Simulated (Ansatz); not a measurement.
MnN:
```
CELL_PARAMETERS angstrom
      2.90733     0.00000     0.00000
     -1.45367     2.51782     0.00000
      0.00000     0.00000     5.17394
ATOMIC_POSITIONS crystal
  Mn 0.66667 0.33333 0.98800
  Mn 0.33333 0.66667 0.48800
  N  0.66667 0.33333 0.63400
  N  0.33333 0.66667 0.13400
```
The run is spin-polarised; directions of the spins, atom by atom: ↑ ↑ 0 0.

Relaxed with PBEsol. Special points in fractions of this cell's reciprocal vectors: Γ (0.000, 0.000, 0.000); M (0.500, 0.000, 0.000); K (0.333, 0.333, 0.000); A (0.000, 0.000, 0.500); L (0.500, 0.000, 0.500); H (0.333, 0.333, 0.500).

List the band energies nearest the Fermi level at these points for PBEsol in the plane-wave PAW code Ansatz.

In eV from the Fermi level; about four levels below and three above (degenerate sets whole), none deeper than 8.9 eV; points with the same levels are listed once.

| k | below | above |
|---|---|---|
| Γ ↑ | -2.01 -2.01 -1.22 -1.22 -0.96 | 2.21 2.21 2.85 |
| M ↑ | -0.95 -0.93 -0.54 -0.28 | 0.28 0.36 1.90 |
| K ↑ | -1.99 -1.87 -1.87 -0.72 | 0.83 0.83 1.37 1.37 |
| A ↑ | -1.57 -1.57 -1.57 -1.57 | 1.21 1.21 3.10 3.10 3.10 3.10 |
| L ↑ | -0.94 -0.94 -0.41 -0.41 | 1.11 1.11 1.73 1.73 |
| H ↑ | -1.00 -1.00 -0.05 -0.05 | 0.33 0.33 1.80 1.80 |
| Γ ↓ | -4.81 -4.81 -0.62 -0.62 -0.08 | 0.13 0.13 2.85 2.85 |
| M ↓ | -5.19 -4.00 -1.49 -0.96 | 0.46 0.46 0.59 |
| K ↓ | -1.51 -1.05 -0.87 -0.87 | 0.68 1.80 1.80 |
| A ↓ | -0.17 -0.17 -0.17 -0.17 | 1.92 1.92 3.67 3.67 3.67 3.67 |
| L ↓ | -4.74 -4.74 -0.71 -0.71 | 0.49 0.49 0.69 0.69 |
| H ↓ | -4.23 -4.23 -1.33 -1.33 | 0.22 0.22 0.85 0.85 |

Space group P6_3mc (wurtzite). The workflow started from a Materials Project entry (that database holds measured and hypothetical structures alike); the Crystallography Open Database copy checked does not list it. Its standing as an ambient phase is unchecked. Symmetry was held in the PBEsol relaxation; whether a distortion lowers the energy is not shown. The final state is ferromagnetic, chosen from 5 collinear starts compared on coarse meshes (ties went to the first, and starts can fall back to one state), not a proven ground state. No Hubbard U is applied.

Potentials: the later of the program's two PAW sets.
